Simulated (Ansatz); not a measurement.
Relaxed-ion elastic tensor of Si3N4 in space group P31c (No. 159; Pearson symbol hP28) in GPa (Voigt order), plane-wave PAW PBEsol (Ansatz code); density 3.16 g/cm³, 10.52 Å³ per atom.

```
  404    145    127    0.0   14.1    0.0
  145    404    127    0.0  -14.1    0.0
  127    127    441    0.0    0.0    0.0
  0.0    0.0    0.0    123    0.0  -14.1
 14.1  -14.1    0.0    0.0    123    0.0
  0.0    0.0    0.0  -14.1    0.0    129
```

Q: Is the crystal mechanically stable?

A: Yes: the smallest eigenvalue of C is 111 GPa.

Q: Work out the Voigt, Reuss and Hill averages.

A: K_V = 228, K_R = 227, K_H = 228; G_V = 131, G_R = 129, G_H = 130 GPa.

Q: Give Young's modulus, Poisson's ratio, Pugh's ratio and the universal anisotropy index.

A: E = 9KG/(3K + G) = 328 GPa; ν = 0.26; K/G = 1.75 (near the Pugh limit of 1.75, no verdict); A_U = 5G_V/G_R + K_V/K_R − 6 = 0.09.

Q: Estimate the sound speeds and the Debye temperature.

A: v_l = √((K + 4G/3)/ρ) = 11300 m/s, v_t = √(G/ρ) = 6420 m/s, mean 7140 m/s; Θ = (h/k)(3n/4πV)^(1/3) v_m = 969 K.

Q: How much does each axis shrink under pressure?

A: Linear compressibilities β_i = Σ_j S_ij (j = 1 to 3): x 1.5, y 1.5, z 1.4 per TPa.

The workflow started from a Materials Project entry (that database holds measured and hypothetical structures alike); the Crystallography Open Database files this formula in space group No. 159, but the cells were not matched. It is not the phase usual at ambient conditions (space group No. 176). Symmetry was held in the PBEsol relaxation; its stability against distortions is not shown here.

Potentials: the earlier of the program's two PAW sets. The files were generated under PBE; for other functionals the program regenerates the frozen cores, and for LDA and PBEsol the local potential too.
